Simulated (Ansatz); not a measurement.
# Moving the Hubbard U on Sc d in Sc3Te

```cif
data_structure
_symmetry_space_group_name_H-M 'P 1'
_symmetry_Int_Tables_number 1
_cell_length_a 5.0480
_cell_length_b 5.0480
_cell_length_c 5.0480
_cell_angle_alpha 60.000
_cell_angle_beta 60.000
_cell_angle_gamma 60.000
_cell_volume 90.96
loop_
_atom_site_label
_atom_site_type_symbol
_atom_site_fract_x
_atom_site_fract_y
_atom_site_fract_z
_atom_site_occupancy
Sc1 Sc 0.25000 0.25000 0.25000 1
Sc2 Sc 0.75000 0.75000 0.75000 1
Sc3 Sc 0.50000 0.50000 0.50000 1
Te1 Te 0.00000 0.00000 0.00000 1
```

The cell comes from a database or a generator and needn't be the stable form of this composition.

Kept alike: task single point; functional PBE; k mesh 5 × 5 × 5; occupations fermi-dirac, width 0.05 eV; no spin polarisation. Program: Ansatz, Ansatz PAW, cutoff 420 eV. The mesh is that of the run's cell of 4 atoms. No spin-orbit coupling.

```csv
"Hubbard U on Sc d, U (eV)",pressure (GPa)
0,-0.12
2,?
3,5.57
4,7.47
5,9.51
6,11.75
8,16.95
```

Pressure is positive in compression, with a Pulay correction for the finite cutoff. U acts here on a shell without spin polarisation. For a metal such a mesh leaves the last digits unconverged. How U acts hangs on the program's projectors. U is the effective U - J on orthogonalised atomic projectors. Double counting: fully localised limit (the default).

**Question.** Fit the rows shown and predict the run at 2 eV.

**Answer.** A least-squares parabola through the rows shown is pressure = 0.06016 U² + 1.6336 U - 0.061 (largest miss 0.189); at U = 2 it gives 3.45 GPa. The run gave: pressure 3.66 GPa.
